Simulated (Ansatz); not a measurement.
Relax this structure to zero stress and force, keeping its symmetry:

Space group Cmcm (No. 63). a = 3.886 Å, b = 10.212 Å, c = 10.262 Å, α = 90.00°, β = 90.00°, γ = 90.00°
```json
{"atom": "Ta", "site": "4c", "symmetry": "m2m", "x": "0.0000", "y": "0.1971", "z": "0.7500"}
{"atom": "Ta", "site": "8f", "symmetry": "m..", "x": "0.0000", "y": "0.1345", "z": "0.0591"}
{"atom": "N", "site": "4c", "symmetry": "m2m", "x": "0.5000", "y": "0.2632", "z": "0.7500"}
{"atom": "N", "site": "8f", "symmetry": "m..", "x": "0.0000", "y": "0.0470", "z": "0.6195"}
{"atom": "N", "site": "8f", "symmetry": "m..", "x": "0.0000", "y": "0.3086", "z": "0.5738"}
```

The calculation used Ansatz, DFT PBEsol, scalar-relativistic, plane waves, PAW.

Settings: cutoff 420 eV, Γ-centred mesh 8×8×4 on the computed 16-atom cell, Gaussian smearing of 0.02 eV; no spin polarisation.

Problem. What does it relax to?

Solution. The volume decreases by 0.05 Å³/atom to 12.67 Å³/atom, and the energy falls by 0.5 meV/atom. Final structure:
```
Ta N
1.0
     1.93888   -5.10802    0.00000
     1.93888    5.10802    0.00000
     0.00000    0.00000   10.23780
Ta N
6 10
Direct
  0.80122 0.19878 0.25000
  0.19878 0.80122 0.75000
  0.86629 0.13371 0.55930
  0.13371 0.86629 0.05930
  0.13371 0.86629 0.44070
  0.86629 0.13371 0.94070
  0.23585 0.76415 0.25000
  0.76415 0.23585 0.75000
  0.95300 0.04700 0.11992
  0.04700 0.95300 0.61992
  0.04700 0.95300 0.88008
  0.95300 0.04700 0.38008
  0.69130 0.30870 0.07330
  0.30870 0.69130 0.57330
  0.30870 0.69130 0.92670
  0.69130 0.30870 0.42670
```

Course of the relaxation (steps run on the plane waves of an earlier cell, and the basis is chosen afresh near the end, so energy and pressure can step there; trial steps that raised the energy were taken back; energies are free energies):

```json
{"step": "1", "E − E_final (meV/atom)": "0.5", "largest force component (eV/Å)": "0.182", "P (GPa)": "-1.02", "V (Å³/atom)": "12.73"}
{"step": "2", "E − E_final (meV/atom)": "-0.1", "largest force component (eV/Å)": "0.094", "P (GPa)": "0.31", "V (Å³/atom)": "12.65"}
{"step": "3", "E − E_final (meV/atom)": "-0.1", "largest force component (eV/Å)": "0.069", "P (GPa)": "0.10", "V (Å³/atom)": "12.67"}
{"step": "4", "E − E_final (meV/atom)": "-0.1", "largest force component (eV/Å)": "0.043", "P (GPa)": "0.06", "V (Å³/atom)": "12.67"}
{"step": "5", "E − E_final (meV/atom)": "-0.1", "largest force component (eV/Å)": "0.030", "P (GPa)": "0.00", "V (Å³/atom)": "12.67"}
{"step": "6", "E − E_final (meV/atom)": "-0.2", "largest force component (eV/Å)": "0.005", "P (GPa)": "-0.01", "V (Å³/atom)": "12.67"}
{"step": "7", "E − E_final (meV/atom)": "0.0", "largest force component (eV/Å)": "0.005", "P (GPa)": "-0.03", "V (Å³/atom)": "12.67"}
```

Spin–orbit coupling is left out, which can shift energies with elements as heavy as these.

Cost: 1 run of about 8.1 core-minutes, on Arm Neoverse V2 (shared hosts).